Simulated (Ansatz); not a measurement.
# Calculated with Ansatz: MnRhCl, single run

The input file (Ansatz 0.2.0, plane waves):

```yaml
crystal:
  lattice:
    - [4.005099, 0.0, 0.0]
    - [0.0, 4.005099, 0.0]
    - [0.0, 0.0, 6.597384]
  atoms:
    - { symbol: Cl, position: [0.25, 0.25, 0.6526] }
    - { symbol: Cl, position: [0.75, 0.75, 0.3474] }
    - { symbol: Mn, position: [0.25, 0.25, 0.2091] }
    - { symbol: Mn, position: [0.75, 0.75, 0.7909] }
    - { symbol: Rh, position: [0.75, 0.25, 0.0] }
    - { symbol: Rh, position: [0.25, 0.75, 0.0] }
  symmetry: { tolerance: 0.0003 }
kpoints:
  mp_grid: { grid: [5, 5, 3], shift: [0, 0, 0] }
magnetization:
  spin_polarized: false
scf:
  occupations: { method: fermi_dirac }
hamiltonian:
  pseudopotentials: { kind: paw }
  xc: lda
basis:
  ecutwfc: 420
output:
  forces: true
  stress: true
  eigenvalues: true
```

Launch command:

```bash
ansatz run input.yaml --threads 1 --pin off --max-ram 2560MiB --backend cpu --events-out ev --progress --plain --runs-dir out
```

Origin of the cell: a known structure type with other elements, at an estimated volume, so it need not be a known compound.

The smearing width isn't typed, so it takes its default of 0.1 eV.

Output (shortened):

```
Pseudopotentials: kind: paw
Pseudopotential: Cl, paw, valence charge 7, recommended cutoff 420 eV (normal), Cl.paw.azcp
Pseudopotential: Mn, paw, valence charge 15, recommended cutoff 420 eV (normal), Mn.paw.azcp
Pseudopotential: Rh, paw, valence charge 17, recommended cutoff 420 eV (normal), Rh.paw.azcp
Functional definition: SPW92
  exchange = slater_x
  correlation = pw_c
Crystal: 6 atoms, lattice volume = 105.827 Å³
Basis set: ecut = 420 eV, 2063 PW (Γ)
Bands: 47, of which v1, the nominal top of the filled ones, is band 39 counted from 1 (38 counted from 0)
Symmetry: 16 space group operations
Space group: P4/nmm (ITA 129), of the structure as read, at distance tolerance 1.4e-3 Å
k-points: 12 of 75
[… 8 lines left out …]
Initial density: superposition of atomic densities (neutral atoms: chi_scale 0, normalization atom), corrected by the library's trained network
Functional: x = slater, c = lda
SCF iter   1: F=—  HF=-22324.080138 eV  Δρ=2.45e-2  dr2=8.71e-1
SCF iter   2: F=—  HF=-22324.027151 eV  Δρ=1.73e-2  dr2=1.43e-1
SCF iter   3: F=—  HF=-22324.023105 eV  Δρ=1.60e-2  dr2=7.97e-2
SCF iter   4: F=—  HF=-22324.000214 eV  Δρ=2.97e-3  dr2=4.26e-3
SCF iter   5: F=—  HF=-22323.999692 eV  Δρ=1.38e-3  dr2=2.22e-3
SCF iter   6: F=—  HF=-22323.999605 eV  Δρ=5.53e-4  dr2=4.05e-4
SCF iter   7: F=—  HF=-22323.999594 eV  Δρ=1.98e-4  dr2=6.21e-5
SCF iter   8: F=—  HF=-22323.999603 eV  Δρ=2.87e-5  dr2=1.39e-6
SCF iter   9: F=—  HF=-22323.999603 eV  Δρ=1.05e-5  dr2=2.12e-7
SCF iter  10: F=-22323.999603 eV  HF=-22323.999603 eV  Δρ=3.49e-6  dr2=8.82e-9
SCF 1 converged in 10 iterations: F = -22323.999603 eV  dr2 = 8.82e-9
SCF converged after 10 iterations
Free energy (F): -22323.999603 eV
Harris-Foulkes:  -22323.999603 eV  (|F-HF|=3.99e-9)
Internal energy: -22323.521300 eV  (E = F + TS)
E sigma→0 (E₀):  -22323.760452 eV
Entropy (-TS):   -0.478302 eV (-79.717 meV/atom)
Fermi energy:    11.508474 eV
--- Per-component energies (eV) ---
  E_band       = -1047.452463
  E_kinetic    = 2073.548383
  E_local      = -11773.393326  (includes V_loc(G=0)·N_el)
  E_nonlocal   = 1281.862843
  E_hartree    = 4799.560582
  E_xc         = -872.214931
  E_vxc        = -1081.013007  (∫ρ·V_xc dr)
  E_paw        = -10665.354481  (= ΣΔE_a)
  E_vpaw       = -1147.591254  (= ΣTr[D̂ρ^β])
  E_aug_tail   = 0.001779  (compensation charges beyond the density's cutoff)
  E_ewald      = -7169.926002
  E_core_change = 2.393854  (= ΣΔE_core)
  E_smearing   = -0.478302  (= −TS)
  Σ components = -22323.999603   (vs F -22323.999603, Δ=0.00e0)
--- Forces (eV/Å), atoms counted from 1 ---
  atom   1  Cl     0.000000     0.000000    -0.889866
  atom   2  Cl     0.000000     0.000000     0.889866
  atom   3  Mn     0.000000     0.000000    -0.744086
  atom   4  Mn     0.000000     0.000000     0.744086
  atom   5  Rh    -0.000000     0.000000     0.000000
  atom   6  Rh    -0.000000     0.000000     0.000000
  max |Σ_I F_I| component: 2.17e-19 eV/Å
--- Stress (GPa, compression-positive) ---
      -14.232635       0.000000       0.000000
        0.000000     -14.232635       0.000000
        0.000000       0.000000     -10.637282
  P = ⅓ Tr σ = -13.0342 GPa (-130.342 kbar)
```

Caveats: no spin polarisation, so a magnetic state may lie lower; the k mesh is coarse if the cell is a metal.

The run took 4.2 s on 1 thread of Arm Neoverse V2, with other jobs on the host, peak memory 0.36 GiB, from the program's own first density.
